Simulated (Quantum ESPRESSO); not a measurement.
## SiPO3F3 (convergence and cost over cutoff and k mesh)

Computed values, not a measurement. The program is pw.x of Quantum ESPRESSO 7.5 (plane-wave density functional theory). The cell is made up: 8 atoms on a quartz lattice with one site empty, with randomly drawn elements, strain and displacements, not relaxed. PseudoDojo standard norm-conserving files (v0.5 for PBE, v0.4.1 for LDA and PBEsol) set the functional; there is no spin polarisation, spin-orbit coupling or dispersion term, and the masses in the input are unused placeholders.

Input of the run in row 4:

```
&control calculation='scf', pseudo_dir='./dojo.nc.sr.pbe.v0_5.standard.upf', outdir='./o', disk_io='low', tprnfor=.true., tstress=.true. /
&system ibrav=0, nat=8, ntyp=4, nbnd=30, ecutwfc=84.00895049, nosym=.true., tot_charge=0,
 occupations='smearing', smearing='fd', degauss=0.0018374661
/
&electrons conv_thr=7.350e-09, electron_maxstep=60, /
ATOMIC_SPECIES
F 1.0 F.upf
O 1.0 O.upf
P 1.0 P.upf
Si 1.0 Si.upf
CELL_PARAMETERS angstrom
5.1371 0.0319 0.0547
-2.541 4.4183 0.0167
0.0604 0.0561 5.7728
ATOMIC_POSITIONS angstrom
Si 2.425 0.0434 3.874
P 1.2437 2.2857 -0.109
O 1.5097 1.274 4.4872
F 3.5461 0.824 2.6822
F 2.9265 2.6156 0.6691
F 0.4556 1.8028 1.1824
O -1.0743 3.1722 3.2931
O 1.0243 3.777 5.164
K_POINTS automatic
5 5 4 1 1 1
```

The same cell was run at these settings. Meshes are shifted by half a step, and differences are from the last row, which is itself not exact.

```
cutoff (eV)     k mesh  k points solved  threshold (eV)  free energy less the last row's (eV)  pressure (GPa)  largest stress difference (GPa)  largest force difference (eV/Å)  iterations  wall time (s)  k-point pools          processor
        800  2 x 2 x 2                4           1e-04                                 1.158          -24.95                            10.44                            0.046          12             12              4  Intel Xeon, older
       1143  2 x 2 x 2                4           1e-07                                -0.004          -14.61                             0.05                            0.025          15             18              4  Intel Xeon, older
        647  5 x 5 x 4               50           1e-07                                 7.412          -56.13                            41.93                            0.149          15             45              4  Intel Xeon, older
       1143  5 x 5 x 4               50           1e-07                                 0.002          -14.63                             0.02                            0.002          15             93              4  Intel Xeon, older
       1437  7 x 7 x 6              147           1e-07                                 0.000          -14.61                             0.00                            0.000          15            412              4  Intel Xeon, older
```

Each pool is one process. Wall times include start-up and a band step at six k points, which weighs most on the coarsest meshes. The runs were on shared virtual cores whose load varied, so times are rough.